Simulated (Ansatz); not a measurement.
AlN:
```yaml
crystal:
  lattice:
    - [0.00000, 2.01246, 2.01246]
    - [2.01246, 0.00000, 2.01246]
    - [2.01246, 2.01246, 0.00000]
  atoms:
    - { symbol: Al, position: [0.50000, 0.50000, 0.50000] }
    - { symbol: N, position: [0.00000, 0.00000, 0.00000] }
```

Relaxed with r²SCAN+D4.

Task: Give the Bader charges and basin volumes of the independent atoms, r²SCAN+D4 in the plane-wave PAW code Ansatz.

Result: 

```csv
atom,Bader charge (e),Bader volume (Å³)
Al1,+2.54,3.2
N2,-2.54,13.1
```

Space group Fm-3m (rock salt). This is a known high-pressure phase of the composition, computed here at zero pressure and temperature. The r²SCAN+D4 relaxation kept the symmetry of its start; whether a distortion lowers the energy is not shown. The volume moved by -38 % from the start of the relaxation.

Potentials: the earlier of the program's two PAW sets.
